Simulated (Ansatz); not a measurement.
Theory: DFT PBE, scalar-relativistic, plane waves, PAW (Ansatz). All cells share a 420 eV cutoff and Γ-centred k meshes spaced about 0.3 Å⁻¹ or finer (0.25 for metals, 2π included). Spin is collinear.

Temperature and zero-point effects are left out.

Two relaxed structures of Rb₃Ti₃I:

A. (parallel moments up to 1.9 μB)

```
Rb Ti I
1.0
     3.25478    1.87915    6.62227
    -3.25478    1.87915    6.62227
     0.00000   -3.75829    6.62227
Rb Ti I
3 3 1
Cartesian
  0.0000 -1.8791 3.3111
  1.6274 0.9396 3.3111
  -1.6274 0.9396 3.3111
  0.0000 1.8791 6.6223
  -1.6274 -0.9396 6.6223
  1.6274 -0.9396 6.6223
  0.0000 0.0000 0.0000
```

B. (parallel moments up to 2.2 μB)

```
Rb Ti I
1.0
     3.44972    1.99170    6.48746
    -3.44972    1.99170    6.48746
     0.00000   -3.98339    6.48746
Rb Ti I
3 3 1
Cartesian
  0.0000 -1.9917 3.2437
  1.7249 0.9958 3.2437
  -1.7249 0.9958 3.2437
  0.0000 1.9917 6.4875
  -1.7249 -0.9958 6.4875
  1.7249 -0.9958 6.4875
  0.0000 0.0000 9.7312
```

Task: Which placement of the atoms is lower in energy, and by how much?

Result: A is lower, by 89 meV/atom. The two share one framework of sites and differ in which element sits where. A has space group R-3m (No. 166), 34.7 Å³/atom and no gap on its mesh; B has space group R-3m (No. 166), 38.2 Å³/atom and no gap. Counting Rb or Ti atoms around I (for each partner element, those within 1.25 times its shortest distance or 1.15 times the sum of covalent radii, where it is the nearest in units of that sum or under 1.3; a plus sign parts groups by distance over the sum of covalent radii), A has I 12 and B has I 6+6. The denser one is the lower, and pressure would at first widen the difference. Even the lower one lies +0.93 eV/atom against the reference forms of the elements (uncorrected), so neither is stable at this level. In A, Rb has 4 Rb at 3.25 Å, 2 I at 3.81 Å and 4 Ti at 3.81 Å; Ti has 2 I at 3.25 Å, 4 Ti at 3.25 Å and 4 Rb at 3.81 Å; I is surrounded by 6 Ti at 3.25 Å and 6 Rb at 3.81 Å. In B, around Rb lie 2 I at 3.45 Å, 4 Rb at 3.45 Å and 4 Ti at 3.81 Å; Ti has 4 Ti at 3.45 Å, 2 I at 3.81 Å and 4 Rb at 3.81 Å; I is surrounded by 6 Rb at 3.45 Å and 6 Ti at 3.81 Å. Both come from invented guesses.

Spin–orbit coupling, which can matter for I, is left out. Another magnetic order may lie lower.
